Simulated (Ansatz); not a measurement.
ZnO in space group P4/nmm (No. 129; Zn on 2c, O on 2a) at seven volumes, the program Ansatz at the PBE+D3(BJ) level (PAW), shape and atoms relaxed at each. One row is withheld.

| V (Å³/atom) | P (GPa) |
|---|---|
| 12.272 | ? |
| 12.677 | 1.24 |
| 13.081 | 0.56 |
| 13.486 | 0.00 |
| 13.891 | -0.43 |
| 14.295 | -0.69 |
| 14.700 | -0.92 |

Task: Fit the shown pressures and predict the withheld one.

Result: P = (3/2)B₀(x^(7/2) − x^(5/2))[1 + (3/4)(B′ − 4)(x − 1)] with x = (V₀/V)^(2/3). Least squares on the six rows gives V₀ = 13.486 Å³/atom, B₀ = 15.6 GPa, B′ = 8.49. At V = 12.272, x = 1.0649 and P = 2.17 GPa. The run itself gave 2.10 GPa.

The cell is a constructed one: a structure type filled with these elements; neither database checked (COD, Materials Project) lists it. It is not the phase usual at ambient conditions (space group No. 186). The PBE+D3(BJ) relaxation kept the symmetry of its start; its stability against distortions is not shown here.

Potentials: the earlier of the program's two PAW sets.
